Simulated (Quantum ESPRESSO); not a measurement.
# Mg4GaZn2ClS6Se: convergence and cost over cutoff and k mesh

Computed values, not a measurement. The program is pw.x of Quantum ESPRESSO 7.5 (plane-wave density functional theory). The cell is made up: 15 atoms on a doubled zincblende/diamond lattice with one site empty, with randomly drawn elements, strain and displacements, not relaxed. PseudoDojo standard norm-conserving files (v0.5 for PBE, v0.4.1 for LDA and PBEsol) set the functional; there is no spin polarisation, spin-orbit coupling or dispersion term, and the masses in the input are unused placeholders.

Input of the run in row 4:

```
&control calculation='scf', pseudo_dir='./dojo.nc.sr.pbe.v0_5.standard.upf', outdir='./o', disk_io='low', tprnfor=.true., tstress=.true. /
&system ibrav=0, nat=15, ntyp=6, nbnd=82, ecutwfc=85.99341389, nosym=.true., tot_charge=0,
 occupations='smearing', smearing='fd', degauss=0.0018374661
/
&electrons conv_thr=7.350e-09, electron_maxstep=60, /
ATOMIC_SPECIES
Cl 1.0 Cl.upf
Ga 1.0 Ga.upf
Mg 1.0 Mg.upf
S 1.0 S.upf
Se 1.0 Se.upf
Zn 1.0 Zn.upf
CELL_PARAMETERS angstrom
5.4592 0.0532 0.0086
0.0532 5.5302 -0.0929
0.0172 -0.1858 10.8319
ATOMIC_POSITIONS angstrom
Mg -0.0265 0.0028 -0.2162
Ga 0.1501 2.8643 2.6111
Mg 2.9402 2.589 -0.0885
Zn 0.0555 -0.049 5.5306
Mg 0.224 2.5629 7.8908
Mg 2.8429 -0.0461 8.1006
Zn 2.8647 2.6302 5.3058
Cl 1.3884 1.3891 1.4799
S 1.3895 3.9256 3.9806
Se 4.2183 1.2888 4.0609
S 4.0627 4.1344 1.2978
S 1.412 1.3503 6.6513
S 1.3811 3.8569 9.436
S 4.2191 1.2721 9.4723
S 3.9928 3.9922 6.7637
K_POINTS automatic
4 4 2 1 1 1
```

The same cell was run at these settings. Meshes are shifted by half a step, and differences are from the last row, which is itself not exact.

| cutoff (eV) | k mesh | k points solved | threshold (eV) | free energy less the last row's (eV) | pressure (GPa) | largest stress difference (GPa) | largest force difference (eV/Å) | iterations | wall time (s) | k-point pools | processor |
| --- | --- | --- | --- | --- | --- | --- | --- | --- | --- | --- | --- |
| 819 | 2 x 2 x 2 | 4 | 1e-04 | 5.853 | -20.15 | 27.04 | 0.029 | 8 | 39 | 4 | Intel Xeon, 2023 or later |
| 1170 | 1 x 1 x 1 | 1 | 1e-07 | 2.028 | 8.35 | 2.59 | 0.302 | 11 | 80 | 4 | Intel Xeon, 2023 or later |
| 876 | 4 x 4 x 2 | 16 | 1e-07 | 2.017 | -4.47 | 11.26 | 0.017 | 11 | 113 | 4 | Intel Xeon, 2023 or later |
| 1170 | 4 x 4 x 2 | 16 | 1e-07 | 0.004 | 6.79 | 0.00 | 0.005 | 11 | 222 | 4 | Intel Xeon, 2023 or later |
| 1467 | 6 x 6 x 4 | 72 | 1e-07 | 0.000 | 6.79 | 0.00 | 0.000 | 11 | 1043 | 4 | Intel Xeon, 2023 or later |

Each pool is one process. Wall times include start-up and a band step at six k points, which weighs most on the coarsest meshes. The runs were on shared virtual cores whose load varied, so times are rough.